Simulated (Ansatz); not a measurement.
## PtSe₂ (Sudovikovite) with and without relativity

```
CELL_PARAMETERS angstrom
3.75153 0.00000 0.00000
-1.87576 3.24892 0.00000
0.00000 0.00000 6.52194
ATOMIC_POSITIONS crystal
Pt 0.00000 0.00000 0.00000
Se 0.33333 0.66667 0.20036
Se 0.66667 0.33333 0.79964
```

The cell comes from a relaxation on PAW files under the same functional, begun from a database entry that needn't be the ground state.

All-electron LAPW in Ansatz 0.2.0 under PBE, with a Γ-centred 11×11×7 k mesh, Fermi–Dirac smearing of 0.05 eV, no spin polarisation. The basis error target is 0.5 meV/atom. The same cell is solved at each level of relativity (Schrödinger's equation, the scalar-relativistic one), and each level may then relax the cell.

The elements are taken as Pt fcc, Se trigonal Se, each relaxed on PAW files under the same functional and computed by the same method as the compound; zero-point and thermal terms are left out. PBE lacks dispersion, which leaves layered or molecular solids underbound, be they references or the compound itself. Formation energies keep the scalar-relativistic cells of compound and elements, so at the other levels neither side is at rest.

The relaxed volume lies +31 % from the database entry's, so this cell isn't the real material's; missing dispersion or a faulty entry can cause that.

Spin–orbit coupling wasn't run.

```csv
level,P at the cell (GPa),gap (eV),ΔE(formation) at the fixed cells (eV/atom),relaxed V (Å³/atom)
scalar-relativistic,0.00,0.88,?,26.50
non-relativistic,7.33,0.63,?,–
```

Question: What belongs in the row "scalar-relativistic", column "ΔE(formation) at the fixed cells (eV/atom)"?

Answer: -0.398.

Question: Fill in "ΔE(formation) at the fixed cells (eV/atom)" for the row "non-relativistic".

Answer: -0.252.

Question: How do the Löwdin populations move when relativity is switched off?

Answer: Pt 6s 0.78 → 0.60, Pt 5d 8.69 → 8.87, Se 4p 4.29 → 4.33 electrons an atom. The projections hold only the shells that the free atoms fill, so charge of other character is partly counted to these shells and partly left out.
